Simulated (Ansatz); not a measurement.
**From the elastic tensor of TePb to moduli and sound speeds**

All numbers below come from DFT PBE, scalar-relativistic, plane waves, PAW (Ansatz). Settings: 420 eV plane-wave cutoff, Γ-centred 8×8×8 mesh, fixed occupations. No spin polarisation.

Symmetry: Fm-3m, No. 225, cubic system. Conventional cell: a = 6.569 Å, b = 6.569 Å, c = 6.569 Å, α = 90.00°, β = 90.00°, γ = 90.00°. Te (site symmetry m-3m) is surrounded by 6 Pb at 3.28 Å. Pb (site symmetry m-3m) is surrounded by 6 Te at 3.28 Å.

Spin–orbit coupling is left out, which can shift energies with elements as heavy as these.

Relaxed-ion constants (GPa, on the Cartesian axes of the calculation):
```
104.2   5.8   5.8   0.0   0.0   0.0
  5.8 104.2   5.8   0.0   0.0   0.0
  5.8   5.8 104.2   0.0   0.0   0.0
  0.0   0.0   0.0  14.1   0.0   0.0
  0.0   0.0   0.0   0.0  14.1   0.0
  0.0   0.0   0.0   0.0   0.0  14.1
```

Density 7.845 g/cm³; 2 atoms in 70.87 Å³.

The values that follow are for a polycrystal of randomly turned grains, by Hill's mean where one number stands. In a crystal this anisotropic the Voigt and Reuss bounds lie far apart, so Hill's mean and the sound speeds and Debye temperature from it are rough.

* Bulk modulus, Voigt / Reuss / Hill: 38.6 / 38.6 / 38.6 GPa
* Shear modulus, Voigt / Reuss / Hill: 28.2 / 19.8 / 24.0 GPa
* Young's modulus: 60 GPa
* Poisson ratio: 0.243
* Pugh ratio B/G: 1.61
* Universal anisotropy index: 2.12
* Longitudinal and transverse sound speeds: 2999 and 1748 m/s
* Debye temperature from the mean sound speed: 176 K

Cost: 1 run of about 0.22 core-minutes, on Intel Xeon 6975P-C (Granite Rapids) (shared hosts).